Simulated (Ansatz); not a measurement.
Here is the system:

AlCr2C:
```
CELL_PARAMETERS angstrom
      2.79108     0.00000     0.00000
     -1.39554     2.41715     0.00000
      0.00000     0.00000    12.47316
ATOMIC_POSITIONS crystal
  Al 0.66667 0.33333 0.25000
  Al 0.33333 0.66667 0.75000
  Cr 0.33333 0.66667 0.41538
  Cr 0.66667 0.33333 0.58462
  Cr 0.66667 0.33333 0.91538
  Cr 0.33333 0.66667 0.08462
  C  0.00000 0.00000 0.50000
  C  0.00000 0.00000 0.00000
```

This is the LDA-relaxed structure. x, y and z are the axes in which the lattice vectors are written.

### Question
All from LDA (plane waves, PAW; program Ansatz), unless another level is named. Predict the bulk modulus (Birch–Murnaghan fit).

### Answer
212 GPa.

### Question
Next, the elastic constants (relaxed ions, GPa)?

### Answer
C11 = 406, C12 = 93.4, C13 = 128, C33 = 401, C44 = 152.

### Question
Next, the highest zone-centre frequency?

### Answer
88.2 meV.

Space group P6_3/mmc. Symmetry was held in the LDA relaxation; of distortions, only those at the zone centre were tested. The run is not spin-polarised. As this level gives no gap, shear constants depend on the k-mesh and smearing (Fermi–Dirac, 0.1 eV here). On the denser mesh and wider smearing of the elastic run this cell carries a stress of 0.5 GPa.

Potentials: the later of the program's two PAW sets.
